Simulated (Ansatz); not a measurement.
Values for one crystal, relaxed and computed with DFT-LDA in the program Ansatz with PAW potentials; other levels are named.

Volume per atom: 12.75 Å³
Electronic character: metallic (no gap)
Highest zone-centre frequency: 333 cm⁻¹
Debye temperature from the elastic constants: 480 K
Bulk modulus (Birch–Murnaghan fit): 166 GPa
Pressure derivative B′: 4.8
Density of states at the Fermi level: 0.28 states/eV per atom (mean over ±0.08 eV)

Which of these materials gives this?
(A) Ge2Sb2Te5, P-3m1 (Pearson symbol hP9)
(B) GaAs, P4/mmm (Ga on 1b, As on 1a)
(C) TiS2, CdI2 type
(D) Si2Ni, fluorite or antifluorite type

D, Si2Ni, fluorite or antifluorite type

Space group Fm-3m (fluorite or antifluorite type). The cell was relaxed with LDA under the symmetry of its start; of distortions, only those at the zone centre were tested. The run is not spin-polarised. As this level gives no gap, shear constants depend on the k-mesh and smearing (Fermi–Dirac, 0.1 eV here). As this level gives no gap, phonon frequencies hold no LO–TO term and depend on the k-mesh and smearing (Fermi–Dirac, 0.1 eV here).

Potentials: the earlier of the program's two PAW sets.
